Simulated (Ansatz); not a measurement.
Al$_{2}$Cd: relaxation (Ansatz)

The input file (Ansatz 0.2.0, plane waves):

```yaml
crystal:
  lattice:
    - [0.0, 3.446388, 0.0]
    - [3.446388, 0.0, 0.0]
    - [1.723194, 1.723194, -6.131215]
  atoms:
    - { symbol: Cd, position: [0.0, 0.0, 0.0] }
    - { symbol: Al, position: [0.37, 0.37, 0.26] }
    - { symbol: Al, position: [0.63, 0.63, 0.74] }
  symmetry: { tolerance: 0.0003 }
kpoints:
  mp_grid: { grid: [5, 5, 5], shift: [0, 0, 0] }
magnetization:
  noncollinear: true
  spin_orbit: true
scf:
  occupations: { method: fermi_dirac }
  lower_state_search: "off"
hamiltonian:
  pseudopotentials: { kind: paw_fr }
  xc: pbe
basis:
  ecutwfc: 420
  fft_grid_basis: typed
relax:
  max_steps: 60
  f_tol: 0.03
output:
  forces: true
  stress: true
  eigenvalues: true
  bader: true
  populations: true
  elf: true
  write_potential: true
  volumetric_format: npy
  dos:
    e_range: [-12, 8]
    de: 0.05
    projected: { site_lists: { Al: [Al], Cd: [Cd] } }
    method: { smearing: { sigma: 0.1, scheme: gaussian } }
  write_density: true
checkpoint:
  read: saved_state
```

Run with:

```bash
ansatz run input.yaml --threads 2 --pin off --max-ram 2560MiB --backend cpu --events-out ev --progress --plain --runs-dir out
```

Origin of the cell: a known structure type with other elements, at an estimated volume, so it need not be a known compound.

The smearing width isn't typed, so it takes its default of 0.1 eV.

The saved state is a converged single point of the same cell.

Steps:

```csv
step,ΔF (meV/atom),max force component (eV/Å),SCF iterations,step was
1,0.0,0.898,6,accepted
2,-108.2,0.747,5,accepted
3,-179.5,0.332,5,accepted
4,-197.8,0.020,5,accepted
5,-197.8,0.020,3,accepted
```

The starting structure.

Space group I4/mmm (No. 139); the run's cell has a = 3.446 Å, b = 3.446 Å, c = 6.598 Å, α = 74.86°, β = 74.86°, γ = 90.00°. Shortest distances: Al–Cd 2.91 Å, Al–Al 3.19 Å, Cd–Cd 3.45 Å.

After:

Space group I4/mmm (No. 139); the run's cell has a = 3.446 Å, b = 3.446 Å, c = 6.598 Å, α = 74.86°, β = 74.86°, γ = 90.00°. Shortest distances: Al–Al 3.06 Å, Al–Cd 3.24 Å, Cd–Cd 3.45 Å.

```
CELL_PARAMETERS angstrom
0.00000 3.44639 0.00000
3.44639 0.00000 0.00000
1.72319 1.72319 -6.13122
ATOMIC_POSITIONS crystal
Cd 0.00000 0.00000 0.00000
Al 0.32557 0.32557 0.34886
Al 0.67443 0.67443 0.65114
```

* Free energy lowered by: 197.8 meV/atom
* Final pressure: -7.35 GPa
* Relaxation steps listed: 5

Caveats: the SCF threshold is looser than advised for a stress; the k mesh is coarse if the cell is a metal; the relaxation held the start's symmetry, so the end may be a saddle point.

Time: 20 s on 2 threads of Intel(R) Xeon(R) 6975P-C (Granite Rapids), with other jobs on the host, peak memory 0.54 GiB, from a saved density.
